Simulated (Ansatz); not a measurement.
Relaxed-ion elastic tensor of Hg (simple rhombohedral, space group No. 166) in GPa (Voigt order), the program Ansatz at the r²SCAN+D4 level (PAW); density 13.17 g/cm³, 25.30 Å³ per atom.

```csv
,1,2,3,4,5,6
1,32.0,21.4,29.8,8.2,0.0,0.0
2,21.4,32.0,29.8,-8.2,0.0,0.0
3,29.8,29.8,45.8,0.0,0.0,0.0
4,8.2,-8.2,0.0,7.7,0.0,0.0
5,0.0,0.0,0.0,0.0,7.7,8.2
6,0.0,0.0,0.0,0.0,8.2,5.3
```

### Question
Is the crystal mechanically stable?

### Answer
No: the smallest eigenvalue of C is -2.5 GPa.

Space group R-3m (simple rhombohedral). Symmetry was held in the r²SCAN+D4 relaxation. At this level the phase is mechanically unstable. The substance is a gas or liquid at ambient conditions; this is its low-temperature solid. The pairwise dispersion correction was not fitted to metals. As this level gives no gap, shear constants depend on the k-mesh and smearing (Fermi–Dirac, 0.1 eV here). On the denser mesh and wider smearing of the elastic run this cell carries a stress of 0.4 GPa. Scalar-relativistic: spin–orbit coupling is off unless named, which matters more the heavier the elements.

Potentials: the later of the program's two PAW sets.
